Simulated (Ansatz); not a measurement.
Input file for Ansatz (a quantum-chemistry and plane-wave program):

Ansatz 0.2 input:
```yaml
crystal:
  lattice:
    - [2.8403140258, 1.6398560674, 2.3313304441]
    - [-2.8403140258, 1.6398560674, 2.3313304441]
    - [0.0, -3.2797121347, 2.3313304441]
  atoms:
    - { symbol: Ba, position: [0.0012407139, 0.0012407139, 0.0012407139] }
    - { symbol: Ti, position: [0.5146804566, 0.5146804566, 0.5146804566] }
    - { symbol: O, position: [0.4882454339, 0.9786779618, 0.4882454339] }
    - { symbol: O, position: [0.4882454339, 0.4882454339, 0.9786779618] }
    - { symbol: O, position: [0.9786779618, 0.4882454339, 0.4882454339] }
kpoints:
  mp_grid: { grid: [7, 7, 7] }
hamiltonian:
  xc: r2scan
  pseudopotentials: { azcp: { folder: ./paw }, kind: paw }
scf:
  occupations: { method: fixed }
elastic: { mode: relaxed_ion, stencil: two_point, amplitude: 0.005, f_tol: 0.0005 }
output: { polarization: {} }
```

Output (shortened):

```
Pseudopotential: Ba, paw, valence charge 10
Pseudopotential: Ti, paw, valence charge 12
Pseudopotential: O, paw, valence charge 6
Functional definition: r2SCAN
Crystal: 5 atoms, lattice volume = 65.152 Å³
Basis set: ecut = 500 eV, 1659 PW (Γ), exchange–correlation on 120×120×120 points (64 copies of the dense FFT grid, shifted against one another)
Bands: 25, of which v1, the nominal top of the filled ones, is band 20 counted from 1 (19 counted from 0)
Symmetry: 6 space group operations
Space group: R3m (ITA 160), of the structure as read, at distance tolerance 4.0e-5 Å
k-points: 44 of 343 (time reversal used)
SCF 1 converged in 12 iterations: F = -10183.974048 eV  dr2 = 9.62e-14
relax step   1: F+E_penalty+E_count = -10183.97404765 eV  Δ(F+E_penalty+E_count) = +0.000e0 eV  max|allowed force component| = 1.773e-3 eV/Å  Δτ_max = 0.0000 Å  (12 SCF iters, accepted)
Crystal: 5 atoms, lattice volume = 65.152 Å³
SCF 2 converged in 9 iterations: F = -10183.974048 eV  dr2 = 8.07e-14
relax step   2: F+E_penalty+E_count = -10183.97404752 eV  Δ(F+E_penalty+E_count) = +1.304e-7 eV  max|allowed force component| = 1.654e-3 eV/Å  Δτ_max = 0.0003 Å  (9 SCF iters, rejected (line search))
Crystal: 5 atoms, lattice volume = 65.152 Å³
SCF 3 converged in 7 iterations: F = -10183.974048 eV  dr2 = 5.27e-14
relax step   3: F+E_penalty+E_count = -10183.97404779 eV  Δ(F+E_penalty+E_count) = -1.437e-7 eV  max|allowed force component| = 9.207e-4 eV/Å  Δτ_max = 0.0001 Å  (7 SCF iters, accepted)
Crystal: 5 atoms, lattice volume = 65.152 Å³
SCF 4 converged in 6 iterations: F = -10183.974048 eV  dr2 = 5.88e-14
relax step   4: F+E_penalty+E_count = -10183.97404783 eV  Δ(F+E_penalty+E_count) = -4.041e-8 eV  max|allowed force component| = 4.684e-4 eV/Å  Δτ_max = 0.0000 Å  (6 SCF iters, accepted)
Crystal: 5 atoms, lattice volume = 65.152 Å³
SCF 5 converged in 7 iterations: F = -10183.974048 eV  dr2 = 6.83e-14
Crystal: 5 atoms, lattice volume = 65.152 Å³
SCF 6 converged in 2 iterations: F = -10183.974048 eV  dr2 = 1.97e-14
Crystal: 5 atoms, lattice volume = 64.826 Å³
Symmetry: 2 space group operations
k-points: 100 of 343 (time reversal used)
SCF 7 converged in 12 iterations: F = -10183.972347 eV  dr2 = 6.73e-14
relax step   1: F+E_penalty+E_count = -10183.97234703 eV  Δ(F+E_penalty+E_count) = +0.000e0 eV  max|allowed force component| = 5.140e-2 eV/Å  Δτ_max = 0.0000 Å  (12 SCF iters, accepted)
Crystal: 5 atoms, lattice volume = 64.826 Å³
SCF 8 converged in 10 iterations: F = -10183.972436 eV  dr2 = 3.03e-14
relax step   2: F+E_penalty+E_count = -10183.97243647 eV  Δ(F+E_penalty+E_count) = -8.944e-5 eV  max|allowed force component| = 6.496e-2 eV/Å  Δτ_max = 0.0028 Å  (10 SCF iters, accepted)
Crystal: 5 atoms, lattice volume = 64.826 Å³
SCF 9 converged in 10 iterations: F = -10183.972537 eV  dr2 = 8.12e-15
relax step   3: F+E_penalty+E_count = -10183.97253712 eV  Δ(F+E_penalty+E_count) = -1.007e-4 eV  max|allowed force component| = 4.709e-2 eV/Å  Δτ_max = 0.0020 Å  (10 SCF iters, accepted)
Crystal: 5 atoms, lattice volume = 64.826 Å³
SCF 10 converged in 13 iterations: F = -10183.971955 eV  dr2 = 1.55e-15
relax step   4: F+E_penalty+E_count = -10183.97195488 eV  Δ(F+E_penalty+E_count) = +5.822e-4 eV  max|allowed force component| = 9.769e-2 eV/Å  Δτ_max = 0.0144 Å  (13 SCF iters, rejected (line search))
[...]
relax step   1: F+E_penalty+E_count = -10183.97353056 eV  Δ(F+E_penalty+E_count) = +0.000e0 eV  max|allowed force component| = 4.861e-2 eV/Å  Δτ_max = 0.0000 Å  (11 SCF iters, accepted)
Crystal: 5 atoms, lattice volume = 65.152 Å³
SCF 43 converged in 10 iterations: F = -10183.973577 eV  dr2 = 9.44e-15
relax step   2: F+E_penalty+E_count = -10183.97357736 eV  Δ(F+E_penalty+E_count) = -4.680e-5 eV  max|allowed force component| = 4.922e-2 eV/Å  Δτ_max = 0.0013 Å  (10 SCF iters, accepted)
Crystal: 5 atoms, lattice volume = 65.152 Å³
SCF 44 converged in 11 iterations: F = -10183.973796 eV  dr2 = 2.09e-14
relax step   3: F+E_penalty+E_count = -10183.97379591 eV  Δ(F+E_penalty+E_count) = -2.186e-4 eV  max|allowed force component| = 1.727e-2 eV/Å  Δτ_max = 0.0043 Å  (11 SCF iters, accepted)
Crystal: 5 atoms, lattice volume = 65.152 Å³
SCF 45 converged in 10 iterations: F = -10183.973842 eV  dr2 = 5.54e-14
relax step   4: F+E_penalty+E_count = -10183.97384225 eV  Δ(F+E_penalty+E_count) = -4.633e-5 eV  max|allowed force component| = 3.626e-3 eV/Å  Δτ_max = 0.0022 Å  (10 SCF iters, accepted)
Crystal: 5 atoms, lattice volume = 65.152 Å³
SCF 46 converged in 9 iterations: F = -10183.973841 eV  dr2 = 2.80e-14
relax step   5: F+E_penalty+E_count = -10183.97384145 eV  Δ(F+E_penalty+E_count) = +8.000e-7 eV  max|allowed force component| = 4.944e-3 eV/Å  Δτ_max = 0.0007 Å  (9 SCF iters, rejected (line search))
Crystal: 5 atoms, lattice volume = 65.152 Å³
SCF 47 converged in 9 iterations: F = -10183.973844 eV  dr2 = 5.26e-14
relax step   6: F+E_penalty+E_count = -10183.97384426 eV  Δ(F+E_penalty+E_count) = -2.013e-6 eV  max|allowed force component| = 3.582e-4 eV/Å  Δτ_max = 0.0003 Å  (9 SCF iters, accepted)
Crystal: 5 atoms, lattice volume = 65.152 Å³
SCF 48 converged in 2 iterations: F = -10183.973844 eV  dr2 = 1.36e-14
SCF converged after 2 iterations
Stability not checked: this state was not tested for a lower state beside it, because too few of the mixer's solves of this state at the end of the SCF gave a …
Free energy (F): -10183.974048 eV
Harris-Foulkes:  -10183.974048 eV  (|F-HF|=3.64e-12)
Internal energy: -10183.974048 eV  (E = F + TS)
E sigma→0 (E₀):  -10183.974048 eV
Fermi energy:    9.610224 eV
--- Per-component energies (eV) ---
  E_band       = -183.036473
  E_kinetic    = 950.959835
  E_local      = -2218.516322  (includes V_loc(G=0)·N_el)
  E_nonlocal   = 303.259012
  E_hartree    = 854.053577
  E_xc         = -513.578906
  E_vxc        = -612.979556  (∫ρ·V_xc dr)
  E_paw        = -6766.239950  (= ΣΔE_a)
  E_vpaw       = -350.955494  (= ΣTr[D̂ρ^β])
  E_aug_tail   = 0.000800  (compensation charges beyond the density's cutoff)
  E_vtau       = 37.088101  (kinetic-family band-sum trace: ∫τ·v_τ [+ j·A + Jᵃ·Aᵃ] dr)
  E_ewald      = -2793.633233
  E_core_change = -0.278861  (= ΣΔE_core)
  E_smearing   =  0.000000  (= −TS)
  E_closure    = 0.000000  (closes the sum)
  Σ components = -10183.974048   (vs F -10183.974048, Δ=0.00e0)
--- Forces (eV/Å), atoms counted from 1 ---
  atom   1  Ba     0.00000000     0.00000000    -0.00019324
  atom   2  Ti     0.00000000     0.00000000    -0.00047281
  atom   3  O      0.00000055    -0.00000032     0.00021426
  atom   4  O      0.00000000     0.00000064     0.00021426
  atom   5  O     -0.00000055    -0.00000032     0.00021426
  max |Σ_I F_I| component: 2.33e-5 eV/Å
--- Stress (GPa, compression-positive) ---
       -0.014884       0.000000       0.000000
        0.000000      -0.014884       0.000000
        0.000000       0.000000       0.007969
  P = ⅓ Tr σ = -0.0073 GPa (-0.073 kbar)
--- Band table (eV; the first three rows and the last of 44) ---
  k-point 0: bands = ["-48.8155", "-24.0106", "-24.0106", "-24.0076", "-15.6507", "-8.0367", "-7.4159", "-7.4159", "-0.4184", "-0.4174", "-0.4174", "7.4413", "7.4413", "7.4488", "8.3154", "8.3154", "8.5872", "9.1313", "9.2521", "9.2521", "12.5380", "12.5380", …
  k-point 1: bands = ["-48.8154", "-24.0198", "-24.0102", "-24.0080", "-15.6285", "-8.0463", "-7.4105", "-7.3984", "-0.3889", "-0.3885", "-0.3491", "7.1011", "7.3917", "7.4074", "8.1263", "8.1446", "8.4723", "8.8108", "9.1662", "9.2245", "12.5633", "12.8149", …
  k-point 2: bands = ["-48.8151", "-24.0418", "-24.0094", "-24.0072", "-15.5775", "-8.1267", "-7.3982", "-7.2901", "-0.3230", "-0.3193", "-0.1968", "6.3847", "7.2282", "7.2482", "7.8373", "7.8599", "8.2138", "8.3733", "8.9490", "8.9835", "12.6297", "13.2921", …
  k-point 43: bands = ["-48.8136", "-24.0554", "-24.0551", "-24.0515", "-15.3984", "-7.2922", "-7.2286", "-7.2180", "-1.0345", "-1.0326", "-0.9239", "5.4486", "6.0717", "6.0902", "7.1434", "7.3132", "7.3684", "9.5273", "9.5341", "9.5948", "14.2534", …
--- Elastic constants: 3 strain directions × 2 members + reference (group order 6) ---
  dense FFT box of the reference and of every strained cell: 30×30×30
  strains applied: 11, 33, 23; error gains …
  reference relaxed by the batch: 4 steps …
  largest displacement 8.7e-5 Å; the constants are those of the deck's cell at these positions:
  atoms:
    - { symbol: Ba, position: [0.0012529304654478191, 0.0012529304654478191, 0.0012529304654478196] }
    - { symbol: Ti, position: [0.5146680317190805, 0.5146680317190805, 0.5146680317190805] }
    - { symbol: O, position: [0.4882404055420727, 0.978688226831326, 0.48824040554207293] }
    - { symbol: O, position: [0.4882404055420729, 0.4882404055420729, 0.9786882268313264] }
    - { symbol: O, position: [0.978688226831326, 0.4882404055420727, 0.48824040554207293] }
  C = ∂σ_k/∂η_j (tension-positive GPa; Voigt order 11 22 33 23 13 12):
       260.330     72.620     33.081    -45.564      0.000      0.000
        72.620    260.330     33.081     45.564      0.000      0.000
        33.105     33.105    240.522      0.000      0.000      0.000
       -45.561     45.561      0.000     40.501      0.000      0.000
         0.000      0.000      0.000      0.000     40.501    -45.561
         0.000      0.000      0.000      0.000    -45.564     93.855
  reference stress σ⁰ (GPa):      0.015      0.015     -0.008      0.000      0.000      0.000
  moduli (Voigt/Reuss/Hill, GPa): K = 115.42/114.27/114.85   G = 76.46/30.37/53.42   E = 138.74   ν = 0.299
  mechanically stable: yes (min eigenvalue of sym C = 14.38 GPa)
  e, the proper piezoelectric tensor (elastic.mode: relaxed_ion; C/m²; rows x y z; Voigt order 11 22 33 23 13 12):
       0.00000    0.00000    0.00000    0.00000    4.30219    2.10933
       2.10933   -2.10933    0.00000    4.30219    0.00000    0.00000
       2.22989    2.22989    3.48192    0.00000    0.00000    0.00000
  ±, each entry's uncertainty from the finite density of the strings (C/m²), an estimate: the size of the correction for it that the entry includes:
       0.00000    0.00000    0.00000    0.00000    0.02567    0.01173
       0.01173    0.01173    0.00000    0.02567    0.00000    0.00000
       0.01050    0.01050    0.01831    0.00000    0.00000    0.00000
  strain η (Voigt 11):  stress-route row diagonal C_11 = 260.33 GPa, energy-path curvature d²(F+E_count+ΔE)/dδ²/Ω₀ = 260.30 GPa
         δ    σ_11 (GPa)             F (eV)   n_scf  n_hpsi   n_pw
    -5.000e-3      -1.3159      -10183.9727406       2   20628   1663   relax 6 steps, max|allowed force component| 5.86e-5 eV/Å
     5.000e-3       1.2874      -10183.9727093       2   20701   1699   relax 5 steps, max|allowed force component| 1.47e-4 eV/Å
  strain η (Voigt 33):  stress-route row diagonal C_33 = 240.52 GPa, energy-path curvature d²(F+E_count+ΔE)/dδ²/Ω₀ = 240.51 GPa
         δ    σ_33 (GPa)             F (eV)   n_scf  n_hpsi   n_pw
    -5.000e-3      -1.2397      -10183.9727930       2    9002   1663   relax 6 steps, max|allowed force component| 8.30e-6 eV/Å
     5.000e-3       1.1656      -10183.9728512       2    9062   1689   relax 6 steps, max|allowed force component| 1.15e-5 eV/Å
  strain η (Voigt 23):  stress-route row diagonal C_44 = 40.50 GPa, energy-path curvature d²(F+E_count+ΔE)/dδ²/Ω₀ = 40.52 GPa
         δ    σ_23 (GPa)             F (eV)   n_scf  n_hpsi   n_pw
    -5.000e-3      -0.2077      -10183.9738366       2   20558   1672   relax 7 steps, max|allowed force component| 2.51e-5 eV/Å
     5.000e-3       0.1973      -10183.9738443       2   20654   1673   relax 6 steps, max|allowed force component| 3.58e-4 eV/Å
--- Formal polarisation (Berry phase): one branch of a lattice of values; only differences between neighbouring runs are physical ---
  axis  mesh            electronic          ionic      p = total  spread (rad)  least overlap  resolved gap  δp at fixed H ≤   (phases in cycles; p mod 2 …
  b1    7×7×7           0.33592225    17.91955991    18.25548217      0.307944         0.9482        3.2859           3.8e-6
  b2    7×7×7           0.33592225    17.91955991    18.25548217      0.307944         0.9482        3.2859           3.8e-6
  b3    7×7×7           0.33592225    17.91955991    18.25548217      0.307944         0.9482        3.2859           3.8e-6
  quantum along a1:   0.12352301 e/Å² =   197.905688 µC/cm²
  quantum along a2:   0.12352301 e/Å² =   197.905688 µC/cm²
  quantum along a3:   0.12352301 e/Å² =   197.905688 µC/cm²
  P = (  0.00000000,   0.00000000,   1.95970736) e/Å² = (    0.000000,     0.000000,  3139.797336) µC/cm²  (mod the quanta)
```

Cost: very roughly 17 core-minutes on shared cores.

This is a known low-temperature phase of the composition, computed here at zero pressure and temperature. The cell was relaxed with r²SCAN under the symmetry of its start; of distortions, only those at the zone centre were tested. The run is not spin-polarised. Spin–orbit coupling is left out wherever it is not named.

Potentials: the earlier of the program's two PAW sets.

Ansatz is a plane-wave DFT program.
